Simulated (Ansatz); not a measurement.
MoP2:
```
MoP2
1.0
    1.56203    -5.56985     0.00000
    1.56203     5.56985     0.00000
    0.00000     0.00000     4.95365
Mo P
2 4
Direct
  0.90677   0.09323   0.49775
  0.09323   0.90677   0.99775
  0.56991   0.43009   0.37987
  0.43009   0.56991   0.87987
  0.29681   0.70319   0.19739
  0.70319   0.29681   0.69739
```

Relaxed with PBEsol. Special points in fractions of this cell's reciprocal vectors: Γ (0.000, 0.000, 0.000); Y (-0.500, 0.500, 0.000); C0 (-0.270, 0.730, 0.000); Σ0 (0.270, 0.270, 0.000); Z (0.000, 0.000, 0.500); A0 (0.270, 0.270, 0.500); E0 (-0.270, 0.730, 0.500); T (-0.500, 0.500, 0.500); S (0.000, 0.500, 0.000); R (0.000, 0.500, 0.500).

Task: List the band energies nearest the Fermi level at these points for PBEsol (plane waves, PAW; program Ansatz).

Result: In eV from the Fermi level; about four levels below and three above (degenerate sets whole), none deeper than 8.9 eV; points with the same levels are listed once.

| k | below | above |
|---|---|---|
| Γ | -1.97 -1.41 -1.19 -0.82 | 0.40 1.09 1.41 |
| Y | -1.06 -1.05 -0.58 -0.25 | 0.67 1.08 2.28 |
| C0 | -3.11 -2.71 -2.14 -1.69 | 0.08 1.57 1.70 |
| Z | -1.04 -1.04 -0.26 -0.26 | 1.04 1.04 2.24 2.24 |
| A0 | -2.97 -2.97 -1.13 -1.13 | 1.87 1.87 2.19 2.19 |
| T | -1.59 -1.59 -1.05 -1.05 | 1.20 1.20 2.66 2.66 |
| S | -3.28 -2.73 -2.36 -1.39 | 0.17 1.08 1.95 |
| R | -3.07 -3.07 -0.98 -0.98 | 1.32 1.32 2.29 2.29 |

Space group Cmc2_1. The workflow started from a Materials Project entry (that database holds measured and hypothetical structures alike); the Crystallography Open Database copy checked does not list it. Whether it is the stable phase at ambient conditions was not checked. The PBEsol relaxation kept the symmetry of its start; whether a distortion lowers the energy is not shown. The run is not spin-polarised. Spin–orbit coupling is left out wherever it is not named.

Potentials: the earlier of the program's two PAW sets. The files were generated under PBE; for other functionals the program regenerates the frozen cores, and for LDA and PBEsol the local potential too.
